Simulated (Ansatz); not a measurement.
Relaxed-ion elastic tensor of Bi$_{2}$Te$_{3}$ in space group R-3m (No. 166; Bi on 6c, Te on 6c, Te on 3a) in GPa (Voigt order), plane-wave PAW PBE+D3(BJ) (Ansatz code); density 7.90 g/cm³, 33.65 Å³ per atom.

```
 74.9   18.3   27.3  -18.3    0.0    0.0
 18.3   74.9   27.3   18.3    0.0    0.0
 27.3   27.3   49.3    0.0    0.0    0.0
-18.3   18.3    0.0   34.7    0.0    0.0
  0.0    0.0    0.0    0.0   34.7  -18.3
  0.0    0.0    0.0    0.0  -18.3   28.3
```

Is the crystal mechanically stable?

Yes: the smallest eigenvalue of C is 13.0 GPa.

Work out the Voigt, Reuss and Hill averages.

K_V = 38.3, K_R = 37.6, K_H = 37.9; G_V = 28.0, G_R = 18.6, G_H = 23.3 GPa.

Give Young's modulus, Poisson's ratio, Pugh's ratio and the universal anisotropy index.

E = 9KG/(3K + G) = 58.0 GPa; ν = 0.25; K/G = 1.63 (brittle by the Pugh limit of 1.75); A_U = 5G_V/G_R + K_V/K_R − 6 = 2.52.

Estimate the sound speeds and the Debye temperature.

v_l = √((K + 4G/3)/ρ) = 2950 m/s, v_t = √(G/ρ) = 1720 m/s, mean 1910 m/s; Θ = (h/k)(3n/4πV)^(1/3) v_m = 176 K.

Solve the Christoffel equation for the three sound speeds along x, y, z.

Eigenvalues of C_ijkl n_j n_l equal ρv². In km/s, slowest first: x 1.28, 2.52, 3.08; y 1.87, 1.89, 3.22; z 2.10, 2.10, 2.50.

How much does each axis shrink under pressure?

Linear compressibilities β_i = Σ_j S_ij (j = 1 to 3): x 7.1, y 7.1, z 12 per TPa.

The cell was relaxed with PBE+D3(BJ) under the symmetry of its start; of distortions, only those at the zone centre were tested. Scalar-relativistic: spin–orbit coupling is off unless named, which matters more the heavier the elements.

Potentials: the later of the program's two PAW sets.
